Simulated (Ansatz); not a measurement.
IrW (rock salt), relaxed with PBE (Ansatz, a quantum-chemistry and plane-wave program, plane waves, PAW): a = b = c = 5.202 Å, α = β = γ = 90.00°.

* **ΔH_f (eV/atom)**: 0.83
* **B₀ by P(V) fit (GPa)**: 245

Problem. The same phase is relaxed and computed with PBEsol in the same code. What are the cell and these values now?

Solution. a = b = c = 5.147 Å, α = β = γ = 90.00°.

ΔH_f (eV/atom): 0.90
B₀ by P(V) fit (GPa): 267

Typed or built starts, not in the databases checked: IrW, rock salt. Unstable at this level: IrW, rock salt with PBEsol. All cells were relaxed under the symmetry of their starts (and spin orders); stability against distortions was not tested throughout. Rows with no word on spin ran without spin polarisation. Spin–orbit coupling is left out wherever it is not named.

Potentials: the later of the program's two PAW sets.

Ansatz is a plane-wave DFT program.

Formation energies count from the lowest solids of the elements computed at the same level, not from gases.
